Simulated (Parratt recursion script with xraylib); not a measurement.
# What roughness does to the fringe maxima of Pd on SrTiO3

```
layer, from the top  thickness (Å)  density (g/cm³)  rms roughness of its top face (Å)  δ (10⁻⁶)  β (10⁻⁶)
-------------------  -------------  ---------------  ---------------------------------  --------  --------
Pd                             100           11.759                             varied     21.07     1.288
SrTiO3 (substrate)               –            5.086                                2.2     9.635    0.3031
```

The refractive index is n = 1 − δ + iβ. Vacuum lies above.

Densities are inputs, not measurements. They were set from computed cells of the Materials Project: Pd from entry mp-2 (Fm-3m, 11.759 g/cm³); SrTiO3 from entry mp-5229 (Pm-3m, 5.086 g/cm³). A layer's crystal structure does not enter its constants, only its composition and density.

Model: specular X-ray reflectivity, Parratt recursion, Névot-Croce roughness, xraylib tables. Program: Parratt recursion script with xraylib 4.3.0.

Photon energy 10 keV (λ = 1.2398 Å), s polarisation. The grazing angle θ is scanned from 0.05° to 3.22° in 900 evenly spaced points, and the curve is smoothed with a Gaussian of 0.004° full width. A maximum is a scan point above both neighbours; its place and height come from a parabola through R at the three points.

The table follows two fringe maxima, those next to orders 3.5 and 7.5 of m = (2d/λ)(sin²θ − 2δ)^½, through runs that differ in the roughness σ₁ of the film surface alone.

| σ₁ (Å) | θ of the first (°) | R there | θ of the second (°) | R there |
|---|---|---|---|---|
| 0 | 1.276 | ? | 2.678 | ? |
| 2 | 1.276 | 8.93 × 10⁻⁴ | 2.676 | 2.13 × 10⁻⁵ |

Task: Estimate the two heights for σ₁ = 0 Å.

Result: At a maximum the amplitudes from the film's two faces add: R ≈ (|r₁|g₁ + |r₂|g₂A)². Here q₀ = 4π sin θ/λ, qⱼ = (q₀² − 32π²δⱼ/λ²)^½ (1 film, 2 substrate), |r₁| = |q₀² − q₁²|/(q₀ + q₁)², |r₂| = |q₁² − q₂²|/(q₁ + q₂)² with the numerators taken from the constants, g₁ = exp(−q₀q₁σ₁²/2), g₂ = exp(−q₁q₂σ₂²/2), and A = exp(−16π²β₁d/(λ²q₁)) for absorption in the film.

Check on a shown row, σ₁ = 2 Å, second maximum: q₀ = 0.4732, q₁ = 0.4686, q₂ = 0.4711 Å⁻¹; |r₁| = 0.00488, |r₂| = 0.00266; g₁ = 0.642, g₂ = 0.586, A = 0.972; R ≈ 2.16 × 10⁻⁵ against 2.13 × 10⁻⁵ in the table.

- σ₁ = 0 Å, first maximum: q₀ = 0.2257, q₁ = 0.2159, q₂ = 0.2213 Å⁻¹; |r₁| = 0.0222, |r₂| = 0.0123; g₁ = 1.00, g₂ = 0.891, A = 0.941; R ≈ 0.00106.
- σ₁ = 0 Å, second maximum: q₀ = 0.4736, q₁ = 0.4690, q₂ = 0.4715 Å⁻¹; |r₁| = 0.00487, |r₂| = 0.00266; g₁ = 1.00, g₂ = 0.586, A = 0.972; R ≈ 4.08 × 10⁻⁵.

The run gave 0.00102 and 4.05 × 10⁻⁵; the estimates are 1.04 and 1.01 times these.
